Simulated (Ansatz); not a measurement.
Cell and atoms are relaxed with the symmetry kept. Start:

```
CELL_PARAMETERS angstrom
5.00411 0.00000 0.00000
-2.50205 4.33368 0.00000
0.00000 0.00000 3.93402
ATOMIC_POSITIONS crystal
Y 0.00000 0.00000 0.00000
Fe 0.50000 0.00000 0.50000
Fe 0.50000 0.50000 0.50000
Fe 0.00000 0.50000 0.50000
Fe 0.33333 0.66667 0.00000
Fe 0.66667 0.33333 0.00000
```

All numbers below come from Ansatz 0.2.0, DFT PBEsol, scalar-relativistic, plane waves, PAW.

Plane waves to 420 eV, a k mesh through Γ of 9×9×10 on the computed 6-atom cell and Gaussian smearing (0.10 eV); collinear spin from starting moments -0.2 2.21 2.21 2.21 2.32 2.32 μB.

Task: What does it relax to?

Result: The volume drops by 0.74 Å³/atom to 13.48 Å³/atom, and the energy falls by 17.6 meV/atom. The cell ends with a moment of 9.00 μB (only this magnetic start was tried). Final structure:
Space group P6/mmm (No. 191). a = 4.906 Å, b = 4.906 Å, c = 3.879 Å, α = 90.00°, β = 90.00°, γ = 120.00°
```csv
atom,site,symmetry,x,y,z
Y,1a,6/mmm,0.0000,0.0000,0.0000
Fe,3g,mmm,0.5000,0.0000,0.5000
Fe,2c,-6m2,0.3333,0.6667,0.0000
```

Only parallel moments were tried here.